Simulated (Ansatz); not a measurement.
La3Te4:
```yaml
crystal:
  lattice:
    - [-4.85770, 4.85770, 4.85770]
    - [4.85770, -4.85770, 4.85770]
    - [4.85770, 4.85770, -4.85770]
  atoms:
    - { symbol: La, position: [0.87500, 0.12500, 0.75000] }
    - { symbol: La, position: [0.62500, 0.37500, 0.25000] }
    - { symbol: La, position: [0.75000, 0.87500, 0.12500] }
    - { symbol: La, position: [0.25000, 0.62500, 0.37500] }
    - { symbol: La, position: [0.12500, 0.75000, 0.87500] }
    - { symbol: La, position: [0.37500, 0.25000, 0.62500] }
    - { symbol: Te, position: [0.64968, 0.64968, 0.64968] }
    - { symbol: Te, position: [0.35032, 0.50000, 0.00000] }
    - { symbol: Te, position: [0.50000, 0.00000, 0.85032] }
    - { symbol: Te, position: [0.00000, 0.35032, 0.50000] }
    - { symbol: Te, position: [0.85032, 0.50000, 0.00000] }
    - { symbol: Te, position: [0.14968, 0.14968, 0.14968] }
    - { symbol: Te, position: [0.00000, 0.85032, 0.50000] }
    - { symbol: Te, position: [0.50000, 0.00000, 0.35032] }
```

Relaxed with r²SCAN. Special points in fractions of this cell's reciprocal vectors: Γ (0.000, 0.000, 0.000); H (0.500, -0.500, 0.500); N (0.000, 0.000, 0.500); P (0.250, 0.250, 0.250).

Task: List the band energies nearest the Fermi level at these points for r²SCAN in the plane-wave PAW code Ansatz.

Result: In eV from the Fermi level; about four levels below and three above (degenerate sets whole), none deeper than 8.9 eV; points with the same levels are listed once.

```csv
k,below,above
Γ,-0.48 -0.48 -0.23 -0.23 -0.23,0.64 0.64 0.64
H,-2.10 -2.10 -2.10 -2.10,0.52 0.52 0.52 0.52 0.52 0.52
N,-2.86 -2.86 -2.22 -2.22,0.01 0.01 0.31 0.31
P,-2.91 -2.91 -2.91 -2.91 -2.63 -2.63,0.34 0.34 0.34 0.34
```

Space group I-43d. The workflow started from a Materials Project entry (that database holds measured and hypothetical structures alike); the Crystallography Open Database files this formula in space group No. 220, but the cells were not matched. Its standing as an ambient phase is unchecked. Symmetry was held in the r²SCAN relaxation; its stability against distortions is not shown here. Spin–orbit coupling is left out wherever it is not named.

Potentials: the later of the program's two PAW sets.
